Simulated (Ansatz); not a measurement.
The start is a generated trial cell of Ru in the simple-cubic structure type. The structure is fully relaxed (lattice and positions, P = 0) with PBE (plane waves to 420 eV, PAW, scalar-relativistic; Ansatz, an electronic-structure program). The first steps use a coarse 13×13×13 k-mesh.

Input geometry:
```yaml
crystal:
  lattice:
    - [2.47280, 0.00000, 0.00000]
    - [0.00000, 2.47280, 0.00000]
    - [0.00000, 0.00000, 2.47280]
  atoms:
    - { symbol: Ru, position: [0.00000, 0.00000, 0.00000] }
```

How large is the pressure on the unrelaxed cell, and of which sign?

+11.3 GPa (positive: the cell is compressed).

How much energy is released per atom?

0.02 eV/atom.

How does the volume per atom move from start to end?

+4.8 %, from 15.12 to 15.84 Å³/atom.

How do the shortest distances between atoms change?

The closest pairs of elements (up to four, under 3.6 Å), start → end: Ru–Ru 2.47 → 2.51 Å.

Is the relaxed structure metallic? Give its gap.

Zero (metallic).

What does it relax into? Give the structure.


Space group Pm-3m (No. 221); a = b = c = 2.5114 Å, α = β = γ = 90.00°

```
atom  site  symmetry       x       y       z
----  ----  --------  ------  ------  ------
Ru      1a      m-3m  0.0000  0.0000  0.0000
```

The space group stays Pm-3m (No. 221) (the run could not lower it); the end is simple cubic type, with 1 atom in the primitive cell. Final values are on a 18×18×18 k-mesh of the relaxed cell. No spin polarisation in the result.

The run could not lose the symmetry of its start: the end is stationary, and may be a saddle point rather than a minimum.

The relaxed structure here is a generated cell of Ru: the first start was made by placing the elements on the sites of a structure type, and the end was not matched to a known phase here, so it may be hypothetical. Known forms of Ru include space group No. 194.
